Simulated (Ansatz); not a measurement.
**ZrHg, first-principles data**

ZrHg:
```
CELL_PARAMETERS angstrom
      3.13978     0.00000     0.00000
      0.00000     3.13978     0.00000
      0.00000     0.00000     4.29148
ATOMIC_POSITIONS crystal
  Zr 0.50000 0.50000 0.50000
  Hg 0.00000 0.00000 0.00000
```

Space group P4/mmm (No. 123), L1₀ or tetragonal B2; conventional cell a = b = 3.140 Å, c = 4.291 Å, α = β = γ = 90.00°.

Method: plane-wave PAW r²SCAN (Ansatz code). The cell and atoms are relaxed at this level. Other levels are named where they apply.

**Cell and energy**

```json
{
  "volume_per_atom": "21.15 Å³",
  "density": "11.45 g/cm³",
  "Formation energy from the elements (no fitted shifts)": "-0.24 eV/atom"
}
```

**Electronic structure**

```json
{
 "electronic_character": "metallic (no gap)",
 "Density of states at the Fermi level": "0.91 states/eV per atom (mean over ±0.08 eV)"
}
```

The workflow started from a Materials Project entry (that database holds measured and hypothetical structures alike); the Crystallography Open Database files this formula in space group No. 123, but the cells were not matched. Whether it is the stable phase at ambient conditions was not checked. Symmetry was held in the r²SCAN relaxation; its stability against distortions is not shown here. The run is not spin-polarised. Axis ratios of metals converge slowly with the k-mesh, so a and c are less sure than the volume. The references are the lowest solids computed at this level, not always the standard phases. Scalar-relativistic: spin–orbit coupling is off unless named, which matters more the heavier the elements.

Potentials: the later of the program's two PAW sets.
